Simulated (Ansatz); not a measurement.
## Data sheet: NbIr (DFT)

NbIr:
```xyz
2
Lattice="0.0000 2.6068 2.6068 2.6068 0.0000 2.6068 2.6068 2.6068 0.0000" Properties=species:S:1:pos:R:3 pbc="T T T"
Ir     0.0000     0.0000     0.0000
Nb     2.6068     2.6068     2.6068
```

Space group Fm-3m (No. 225), rock salt; conventional cell a = 5.214 Å, b = 5.214 Å, c = 5.214 Å, α = 90.00°, β = 90.00°, γ = 90.00°.

Method: plane-wave PAW PBEsol (Ansatz code). The cell and atoms are relaxed at this level. Other levels are named where they apply.

Cell and energy:

Volume per atom: 17.71 Å³
Density: 13.36 g/cm³
Formation energy from the elements (no fitted shifts): 0.14 eV/atom

Electronic structure:

- Electronic character = metallic (no gap)
- Density of states at the Fermi level = 0.69 states/eV per atom (mean over ±0.08 eV)
- Gap with spin–orbit coupling = none (metallic)

Mechanics:

- Bulk modulus (Birch–Murnaghan fit): 220 GPa
- Pressure derivative B′: 4.4
- Elastic constants (relaxed ions, GPa): C11 = 360, C12 = 149, C44 = -8.7
- Mechanical stability: unstable (C has a negative eigenvalue)

Phonons:

* **Highest zone-centre frequency**: 128 cm^-1
* **Zone-centre stability**: no imaginary mode at Γ

The start of the workflow was typed in or built on a structure type; neither database checked (COD, Materials Project) lists it. COD files the formula under space group No. 123. Whether it is the stable phase at ambient conditions was not checked. The cell was relaxed with PBEsol under the symmetry of its start. The run is not spin-polarised. As this level gives no gap, shear constants depend on the k-mesh and smearing (Fermi–Dirac, 0.1 eV here). As this level gives no gap, phonon frequencies hold no LO–TO term and depend on the k-mesh and smearing (Fermi–Dirac, 0.1 eV here). The references are the lowest solids computed at this level, not always the standard phases. Spin–orbit coupling is left out wherever it is not named.

Potentials: the later of the program's two PAW sets.
